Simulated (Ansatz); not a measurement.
The relaxed structure here is a generated cell of BeNi: the first start was made by placing the elements on the sites of a structure type, and the end was not matched to a known phase here, so it may be hypothetical.

One starting cell of BeNi (a generated cell, BeNi built in the AFLOW prototype AB_hP6_191_f_ad (B35, as in CoSn)) was relaxed twice with Ansatz (plane waves, PAW, scalar-relativistic): with PBEsol at 420 eV and with PBE at 420 eV. The PBEsol result:

```
CELL_PARAMETERS angstrom
      4.67041     0.00000     0.00000
     -2.33521     4.04469     0.00000
      0.00000     0.00000     3.45737
ATOMIC_POSITIONS crystal
  Ni 0.50000 0.00000 0.00000
  Ni 0.50000 0.50000 0.00000
  Ni 0.00000 0.50000 0.00000
  Be 0.00000 0.00000 0.00000
  Be 0.33333 0.66667 0.50000
  Be 0.66667 0.33333 0.50000
```

```tsv
quantity	PBEsol	PBE
space group	P6/mmm	P6/mmm
volume (Å³/atom)	10.89	(withheld)
a (Å)	4.670	(withheld)
c (Å)	3.457	(withheld)
gap (eV, no spin-orbit coupling)	0.00	(withheld)
highest phonon at the sampled q (cm⁻¹)	645	(withheld)
softest mode (cm⁻¹)	125i	(withheld)
```

Problem. What does PBE give for the same quantities?

Solution. 
- volume (Å³/atom), PBE: 11.23
- a (Å), PBE: 4.727
- c (Å), PBE: 3.483
- gap (eV, no spin-orbit coupling), PBE: 0.00
- highest phonon at the sampled q (cm⁻¹), PBE: 625
- softest mode (cm⁻¹), PBE: 125i

Both levels end in the same structure; PBE's volume is 3.2 % larger. Neither column is exact.

No spin polarisation in the result. A magnetic state may lie lower.

The run could not lose the symmetry of its start; a randomly shaken copy of 12 atoms returns to this structure.

All atoms sit on sites fixed by symmetry, so only the cell could relax.

Ansatz is a first-principles code.
